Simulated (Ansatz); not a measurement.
System: Tl$_{2}$H (fluorite prototype, strained and with displaced atoms), 3 atoms in the cell.

```
H Tl
1.0
    -3.19256    0.07490    3.10861
     0.11953    3.33769    3.30305
    -3.33351    3.28420   -0.06604
H Tl
1 2
Direct
  0.23564 0.33013 0.99070
  0.47861 0.59159 0.25648
  0.01061 0.04227 0.75592
```

Code and potentials: Ansatz all-electron LAPW. Settings of the plain PBE run: k-mesh 2×2×2 shifted by (0.5, 0.5, 0.5) steps; Fermi–Dirac smearing of 0.15 eV; no spin polarisation; no spin–orbit coupling.

Plain PBE gives:

```json
{"Pressure": "2.68 GPa"}
```

```csv
atom,Fx (eV/Å),Fy (eV/Å),Fz (eV/Å)
H1,0.036,0.001,0.012
Tl2,0.459,-0.205,-0.392
Tl3,-0.495,0.204,0.380
```

(1) What changes under PBE with spin–orbit coupling?

Results:

(1) The pressure falls by 0.43 GPa to 2.25 GPa; the forces move by 101 meV/Å (rms):

```csv
atom,Fx (eV/Å),Fy (eV/Å),Fz (eV/Å)
H1,0.046,-0.003,0.018
Tl2,0.385,-0.278,-0.326
Tl3,-0.431,0.282,0.308
```

The k-mesh is coarse, so these values belong to this mesh and can lie far from the converged ones. The elements were drawn onto a prototype; most such cells aren't known phases.
